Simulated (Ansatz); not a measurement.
Mo (bcc, W type)

```xyz
1
Lattice="-1.5804 1.5804 1.5804 1.5804 -1.5804 1.5804 1.5804 1.5804 -1.5804" Properties=species:S:1:pos:R:3 pbc="T T T"
Mo     0.0000     0.0000     0.0000
```

Computed with PBE (plane waves to 420 eV, PAW, scalar-relativistic; Ansatz, a first-principles code). Harmonic phonons by density-functional perturbation theory on a 22×22×22 k mesh, in cm⁻¹ and rounded to 5; i marks imaginary ones, q is in fractions of the reciprocal vectors of the cell shown, and the three acoustic modes at Γ are left out. The program warned that its band solver left a few bands short of their tolerance. Mo is run without spin polarisation. Mo was relaxed with its symmetry unable to fall.

Question: Is the structure dynamically stable at N = (0.5, 0.0, 0.0), H = (0.5, 0.5, 0.5)?

Answer: No imaginary mode at these points (lowest 120 cm⁻¹ at N = (0.5, 0.0, 0.0)); other wave vectors were not tested.

Question: Predict the phonon wavenumbers at N = (0.5, 0.0, 0.0), H = (0.5, 0.5, 0.5).

Answer: 
```json
[
 {"q": "N = (0.5, 0.0, 0.0)", "wavenumbers (cm⁻¹)": "120, 195, 260"},
 {"q": "H = (0.5, 0.5, 0.5)", "wavenumbers (cm⁻¹)": "150 (×3)"}
]
```
